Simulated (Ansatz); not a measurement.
One crystal and one scan (energy against volume) at two levels, PBE (plane waves to 420 eV, PAW, scalar-relativistic; Ansatz, a quantum-chemistry and plane-wave program) and PBEsol (plane waves to 420 eV, PAW, scalar-relativistic; Ansatz), each from its own relaxed cell and on its own mesh. The cell shown is that of PBE.

CsI (CsCl type)

```yaml
crystal:
  lattice:
    - [4.66692, 0.00000, 0.00000]
    - [0.00000, 4.66692, 0.00000]
    - [0.00000, 0.00000, 4.66692]
  atoms:
    - { symbol: Cs, position: [0.00000, 0.00000, 0.00000] }
    - { symbol: I, position: [0.50000, 0.50000, 0.50000] }
```

Equation-of-state scan: isotropic scaling of the cell above, V₀ being its volume. Symmetry pins the atoms to their sites.

E stands for the smeared free energy. CsI was relaxed with its symmetry unable to fall. Spin-orbit coupling is left out, though I is heavy. Percentages come from the unrounded values.

Results of PBE:

| Quantity | Result |
|---|---|
| Lattice constant a (Å) | 4.667 |
| Bulk modulus B₀ (third-order Birch-Murnaghan fit) (GPa) | 9.9 |
| Pressure derivative B₀′ (fit) | 5.1 |

Problem. What does PBEsol give for the same quantities?

Solution. 
```json
[
 {"quantity": "Lattice constant a (Å)", "PBEsol": "4.508", "PBE − PBEsol": "+0.159 (+3.5 %)"},
 {"quantity": "Bulk modulus B₀ (third-order Birch-Murnaghan fit) (GPa)", "PBEsol": "12.8", "PBE − PBEsol": "-2.9 (-23 %)"},
 {"quantity": "Pressure derivative B₀′ (fit)", "PBEsol": "5.3", "PBE − PBEsol": "-0.2 (-4 %)"}
]
```

PBE gives the higher value for: lattice constant a. PBE gives the lower value for: bulk modulus B₀.

(Under strain, the slope of the energy per volume gives the stress and its curvature an elastic modulus.)
